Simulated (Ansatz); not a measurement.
One crystal and one scan (energy against volume) at two levels, PBE (plane waves to 420 eV, PAW, scalar-relativistic; Ansatz, a first-principles code) and r2SCAN (plane waves to 500 eV, PAW, scalar-relativistic; Ansatz), each from its own relaxed cell and on its own mesh. The cell shown is that of PBE.

Tl (hcp, Mg type)

```yaml
crystal:
  lattice:
    - [3.60828, 0.00000, 0.00000]
    - [-1.80414, 3.12487, 0.00000]
    - [0.00000, 0.00000, 5.57421]
  atoms:
    - { symbol: Tl, position: [0.33333, 0.66667, 0.75000] }
    - { symbol: Tl, position: [0.66667, 0.33333, 0.25000] }
```

E(V) scan at fixed shape, V₀ the volume above. Symmetry pins the atoms to their sites.

E stands for the smeared free energy. Spin-orbit coupling is left out, though Tl is heavy. Tl was relaxed with its symmetry unable to fall. With the shape held, the modulus is that of even scaling; a crystal free to change shape is softer. Percentages come from the unrounded values. Both scans cover V/V₀ from 0.840 to 1.160.

```json
[
 {"quantity": "Lattice constant a (Å)", "PBE": "3.608", "r2SCAN": "3.520", "PBE − r2SCAN": "+0.088 (+2.5 %)"},
 {"quantity": "Lattice constant c (Å)", "PBE": "5.574", "r2SCAN": "5.602", "PBE − r2SCAN": "-0.028 (-0.5 %)"},
 {"quantity": "Relaxed volume (Å³/atom)", "PBE": "31.43", "r2SCAN": "30.05", "PBE − r2SCAN": "+1.38 (+4.6 %)"},
 {"quantity": "Pressure at the smallest volume (GPa)", "PBE": "7.5", "r2SCAN": "8.9", "PBE − r2SCAN": "-1.4 (-16 %)"},
 {"quantity": "Energy cost of the largest compression (meV/atom)", "PBE": "98", "r2SCAN": "111", "PBE − r2SCAN": "-13 (-12 %)"},
 {"quantity": "Energy cost of the largest expansion (meV/atom)", "PBE": "47", "r2SCAN": "56", "PBE − r2SCAN": "-9 (-16 %)"},
 {"quantity": "Bulk modulus at fixed cell shape B₀ (third-order Birch-Murnaghan fit) (GPa)", "PBE": "26.2", "r2SCAN": "31.9", "PBE − r2SCAN": "-5.7 (-18 %)"},
 {"quantity": "Pressure derivative B₀′ (fit)", "PBE": "5.5", "r2SCAN": "5.4", "PBE − r2SCAN": "+0.1 (+1 %)"},
 {"quantity": "Pressure for 5 % compression (fit) (GPa)", "PBE": "1.5", "r2SCAN": "1.9", "PBE − r2SCAN": "-0.4"}
]
```

PBE gives the higher value for: lattice constant a; relaxed volume. PBE gives the lower value for: lattice constant c; pressure at the smallest volume; energy cost of the largest compression; energy cost of the largest expansion; bulk modulus at fixed cell shape B₀; pressure for 5 % compression. They agree on: pressure derivative B₀′ (within 1.5 %). Neither level is exact: the differences show how much the result hangs on the functional.

ΔE (meV/atom), each from the relaxed starting cell of its own level:

```csv
V/V₀,PBE,r2SCAN
0.840,98,111
0.867,64,72
0.893,38,43
0.920,20,23
0.947,9,10
0.973,2,2
1.000,0,0
1.027,2,2
1.053,6,8
1.080,13,16
1.107,23,27
1.133,34,41
1.160,47,56
```

(Under strain, the slope of the energy per volume gives the stress and its curvature an elastic modulus.)
